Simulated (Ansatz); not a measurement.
Bi:
```xyz
2
Lattice="0.0000 3.6168 3.6168 3.6168 0.0000 3.6168 3.6168 3.6168 0.0000" Properties=species:S:1:pos:R:3 pbc="T T T"
Bi     0.0000     0.0000     0.0000
Bi     1.8084     1.8084     1.8084
```

Relaxed with r²SCAN.

Q: Map the electron localisation function on the plane through (0.000, 0.000, 0.000) spanned by u = [1, 0, 0] and v = [-1, 1, 1] in lattice vectors, from the program Ansatz at the r²SCAN level (PAW).

A: x is the fraction of u, y of v (the angle between them is 90°; rows are the nearest grid lines); atoms in the plane: Bi at (0.00, 0.00), Bi at (0.50, 0.25).
```
|@..-+*+*+=-------=+*+*+-..@|
|..-+****+-:.....:-+****+-..|
|-=+****+=-..   ..-=+****+=-|
|******+=-.       .-=+******|
|++***+=-:.       .:-=+***++|
|++==-::.           .::-==++|
|---::..             ..::---|
|...                     ...|
|                           |
|                           |
|           .....           |
|         ...:::...         |
|      .::-==+++==-::.      |
|     .:-=++++*++++=-:.     |
|    .-=+***********+=-.    |
|   .:=+*************+=:.   |
|...:-+****+-...-+****+-:...|
|----=+*+*+-..@..-+*+*+=----|
|++==++*+++=. . .=+++*++==++|
|++******++++=-=++++******++|
|**++*****++*****++*****++**|
|-=++++******+++******++++=-|
|..-+++***++++*++++***+++-..|
|@..-+*+*+=-------=+*+*+-..@|
```
Scale: ten equal steps from 0.009 (start of ' ') to 0.708 (end of '@'), in the order ' .:-=+*#%@'; x runs from 0.000 to 1.00, y from 0.000 (bottom) to 1.00 (top).

The density is the valence pseudo-density with augmentation charge, so density and ELF within about 1 Å of a nucleus are not all-electron values.

Space group Fd-3m (diamond). The start of the workflow was typed in or built on a structure type; neither database checked (COD, Materials Project) lists it. It is not the phase usual at ambient conditions (space group No. 166). The cell was relaxed with r²SCAN under the symmetry of its start. At this level the phase is mechanically unstable. Scalar-relativistic: spin–orbit coupling is off unless named, which matters more the heavier the elements.

Potentials: the later of the program's two PAW sets.
